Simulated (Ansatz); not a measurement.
# Property card for Rb2NbCuSe4

Rb₂NbCuSe₄:
```xyz
16
Lattice="0.0000 6.6987 11.8813 2.8181 0.0000 11.8813 2.8181 6.6987 0.0000" Properties=species:S:1:pos:R:3 pbc="T T T"
Rb     2.8181     6.6987    19.4994
Rb     2.8181     6.6987     4.2631
Rb     1.4090     3.3493    10.2037
Rb     1.4090     3.3493     1.6776
Nb     1.4090     3.3493     5.9406
Nb     0.0000     0.0000     0.0000
Cu     4.2271    10.0480    17.8219
Cu     2.8181     6.6987    11.8813
Se     1.4100     5.3225    13.2434
Se     4.2262     8.0749    13.2434
Se     1.4100     8.0749    10.5191
Se     4.2262     5.3225    10.5191
Se     2.8171     4.7255    16.4598
Se     2.8190     8.6718    16.4598
Se     2.8171     8.6718     7.3027
Se     2.8190     4.7255     7.3027
```

Space group Fddd (No. 70); conventional cell a = 5.636 Å, b = 13.397 Å, c = 23.763 Å, α = β = γ = 90.00°.

Method: DFT-LDA in the program Ansatz with PAW potentials. Structure relaxed to zero pressure with the same functional. Other levels are named where they apply.

Cell and energy:

- Volume per atom: 28.04 Å³
- Density: 4.76 g/cm³
- Formation energy from the elements (no fitted shifts): -90 kJ/mol of atoms

Electronic structure:

Band gap: 1.62 eV (indirect)
Valence-band maximum: off the standard path, at k = (0.458, 0.240, -0.302) in fractions of the reciprocal vectors
Conduction-band minimum: on the Z–Γ line, 4 % of the way from Z (k = 0.479, 0.479, 0.000 in fractions of the reciprocal vectors) (2 equivalent valleys)
Smallest direct gap on the standard path: 1.91 eV
Hole effective mass: 0.65, 1.7, 6.9 mₑ (principal values)

The first step of the workflow began from a Materials Project structure, measured or hypothetical; the Crystallography Open Database files this formula in space group No. 70, but the cells were not matched. Its standing as an ambient phase is unchecked. The LDA relaxation kept the symmetry of its start; whether a distortion lowers the energy is not shown. No spin polarisation was allowed. The references are the lowest solids computed at this level, not always the standard phases. Spin–orbit coupling is left out wherever it is not named.

Potentials: the later of the program's two PAW sets.
